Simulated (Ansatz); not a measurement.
HgS: computed property card

HgS:
```
HgS
1.0
    0.00000     2.72621     2.72621
    2.72621     0.00000     2.72621
    2.72621     2.72621     0.00000
Hg S
1 1
Direct
  0.00000   0.00000   0.00000
  0.50000   0.50000   0.50000
```

Space group Fm-3m (No. 225), rock salt; conventional cell a = b = c = 5.4524 Å, α = β = γ = 90.00°.

Method: PBEsol in the plane-wave PAW code Ansatz. Structure relaxed to zero pressure with the same functional. Other levels are named where they apply.

### Cell and energy

- Volume per atom = 20.26 Å³
- Density = 9.53 g/cm³
- Formation energy from the elements (no fitted shifts) = -6.3 kJ/mol of atoms

### Electronic structure

- Electronic character = metallic (no gap)
- Density of states at the Fermi level = 0.56 states/eV per atom (mean over ±0.08 eV)
- Gap with spin–orbit coupling = none (metallic)

### Mechanics

- Bulk modulus (Birch–Murnaghan fit): 81.7 GPa
- Pressure derivative B′: 5.0
- Elastic constants (relaxed ions, GPa): C11 = 109, C12 = 68.3, C44 = 24.5
- Mechanical stability: stable (all eigenvalues of C positive)
- Hill bulk and shear moduli: 81.7 and 22.6 GPa
- Young's modulus: 62.2 GPa
- Poisson's ratio: 0.37
- Debye temperature from the elastic constants: 190 K

### Charges

* **Bader charges**: Hg +0.52, S -0.52 e

The workflow started from a Materials Project entry (that database holds measured and hypothetical structures alike); the Crystallography Open Database copy checked does not list it. COD files the formula under space group No. 152, 154, 166, 216, so this cell is another polymorph or a model. Whether it is the stable phase at ambient conditions was not checked. The cell was relaxed with PBEsol under the symmetry of its start; its stability against distortions is not shown here. As this level gives no gap, shear constants depend on the k-mesh and smearing (Fermi–Dirac, 0.1 eV here). The references are the lowest solids computed at this level, not always the standard phases. Scalar-relativistic: spin–orbit coupling is off unless named, which matters more the heavier the elements.

Potentials: the later of the program's two PAW sets.
